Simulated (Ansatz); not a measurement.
**Ansatz run, Lu2AlB2**

input.yaml (Ansatz 0.2.0)

```yaml
crystal:
  lattice:
    - [0.0, 0.0, 3.774614]
    - [3.969901, -2.670815, 1.887307]
    - [3.969901, 2.670815, -1.887307]
  atoms:
    - { symbol: Lu, position: [0.5, 0.71113, 0.71113] }
    - { symbol: Lu, position: [0.5, 0.28887, 0.28887] }
    - { symbol: B, position: [0.7893, 0.7107, 0.2893] }
    - { symbol: B, position: [0.2107, 0.2893, 0.7107] }
    - { symbol: Al, position: [0.0, 0.0, 0.0] }
  symmetry: { tolerance: 0.0003 }
kpoints:
  mp_grid: { grid: [8, 8, 8], shift: [0, 0, 0] }
  band_path:
    path:
      - [0.0, 0.0, 0.0]
      - [0.0, -0.5, -0.5]
      - [-0.3869955, -0.69349775, -0.30650225]
      - [-0.6130045, -0.30650225, 0.30650225]
      - [0.0, 0.0, 0.0]
      - [0.0, 0.36315357, -0.36315357]
      - [0.0, -0.36315357, -0.63684643]
      - [0.0, -0.5, -0.5]
      - [0.0, 0.0, 0.0]
      - [-0.5, -0.5, 0.0]
      - [-0.5, -0.25, -0.25]
    npoints: 6
magnetization:
  spin_polarized: false
scf:
  occupations: { method: gaussian, width: 0.037 }
  lower_state_search: "off"
  max_iter: 200
hamiltonian:
  pseudopotentials: { kind: paw }
  xc: r2scan
basis:
  ecutwfc: 500
  fft_grid_basis: typed
output:
  forces: true
  stress: true
  eigenvalues: true
  bader: true
  populations: true
  elf: true
  write_potential: true
  volumetric_format: npy
  dos:
    e_range: [-12, 8]
    de: 0.05
    projected: { site_lists: { Al: [Al], B: [B], Lu: [Lu] } }
checkpoint:
  read: saved_state
```

The run starts from an earlier solution of this cell. 

Parts of the output:

```
SCF iter   1: F=-30342.2135 eV  Δρ=1.61e-3  dr2=1.53e-3  dr2_τ=5.57e-4
SCF iter   2: F=-30342.2137 eV  Δρ=1.00e-3  dr2=7.11e-4  dr2_τ=5.68e-5
SCF iter   3: F=-30342.2133 eV  Δρ=4.65e-4  dr2=1.63e-4  dr2_τ=8.53e-6
SCF iter   4: F=-30342.2139 eV  Δρ=2.30e-4  dr2=2.02e-5  dr2_τ=6.02e-6
SCF iter   5: F=-30342.2139 eV  Δρ=4.46e-5  dr2=1.72e-6  dr2_τ=1.13e-6
SCF iter   6: F=-30342.2139 eV  Δρ=2.09e-5  dr2=3.07e-7  dr2_τ=2.18e-8
SCF iter   7: F=-30342.2139 eV  Δρ=8.71e-6  dr2=6.58e-8  dr2_τ=2.23e-9
Free energy (F): -30342.2139 eV
Harris-Foulkes:  -30342.2139 eV  (|F-HF|=8.59e-10)
Internal energy: -30342.2122 eV  (E = F + TS)
E sigma→0 (E₀):  -30342.2130 eV
Entropy (-TS):   -0.0017 eV (-0.337 meV/atom)
Fermi energy:    12.9421 eV
--- Per-component energies (eV) ---
  E_band       = 37.8212
  E_kinetic    = 952.7425
  E_local      = -14338.3354  (includes V_loc(G=0)·N_el)
  E_nonlocal   = 1168.4850
  E_hartree    = 6098.5925
  E_xc         = -527.6591
  E_vxc        = -696.0419  (∫ρ·V_xc dr)
  E_paw        = -15399.1135  (= ΣΔE_a)
  E_vpaw       = 717.2797  (= ΣTr[D̂ρ^β])
  E_aug_tail   = 0.0000  (compensation charges beyond the density's cutoff)
  E_vtau       = 36.5095  (kinetic-family band-sum trace: ∫τ·v_τ [+ j·A + Jᵃ·Aᵃ] dr)
  E_ewald      = -8298.1824
  E_core_change = 1.2581  (= ΣΔE_core)
  E_smearing   = -0.0017  (= −TS)
--- Forces (eV/Å), atoms counted from 1 ---
  atom   1  Lu    -0.7870     0.0000     0.0000
  atom   2  Lu     0.7870     0.0000     0.0000
  atom   3  B      0.0000     0.7997     0.0000
  atom   4  B      0.0000    -0.7997     0.0000
  atom   5  Al     0.0000     0.0000     0.0000
--- Stress (GPa, compression-positive) ---
       -1.1464       0.0000       0.0000
        0.0000     -11.2364       0.0000
        0.0000       0.0000      -8.7265
  P = ⅓ Tr σ = -7.0364 GPa (-70.364 kbar)
--- Bader charges: 5 sites ---
  site symbol  charge [e]  shift [e]
     0     Lu      1.5390     0.0000
     1     Lu      1.5390     0.0000
     2      B     -1.9504     0.0011
     3      B     -1.9506     0.0011
     4     Al      0.8229     0.0023
```

Origin: a known structure type with other elements, at an estimated volume, so it need not be a known compound.
